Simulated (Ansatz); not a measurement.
The relaxed structure here is a generated cell of BP: the first start was made by placing the elements on the sites of a structure type, and the end was not matched to a known phase here, so it may be hypothetical. Known forms of BP include space group No. 216.

One stationary structure of BP. Space group Pnma (No. 62). Method: r2SCAN (plane waves to 500 eV, PAW, scalar-relativistic; Ansatz, a quantum-chemistry and plane-wave program).

```xyz
8
Lattice="6.2635 0.0000 0.0000 0.0000 3.2273 0.0000 0.0000 0.0000 5.3759" Properties=species:S:1:pos:R:3 pbc="T T T"
B      1.0161     2.4205     0.5397
B      4.1479     2.4205     2.1483
B      5.2473     0.8068     4.8363
B      2.1156     0.8068     3.2276
P      2.1212     2.4205     2.1092
P      5.2529     2.4205     0.5788
P      4.1423     0.8068     3.2667
P      1.0105     0.8068     4.7972
```

Question: Predict the band gap from r2SCAN.

Answer: 0.80 eV, indirect (valence top at Γ, conduction bottom at U) (no spin-orbit coupling).

Question: Predict the smallest direct gap from r2SCAN.

Answer: 1.22 eV at Γ.

No spin polarisation in the result.

The run could not lose the symmetry of its start; a randomly shaken copy of 8 atoms returns to this structure.
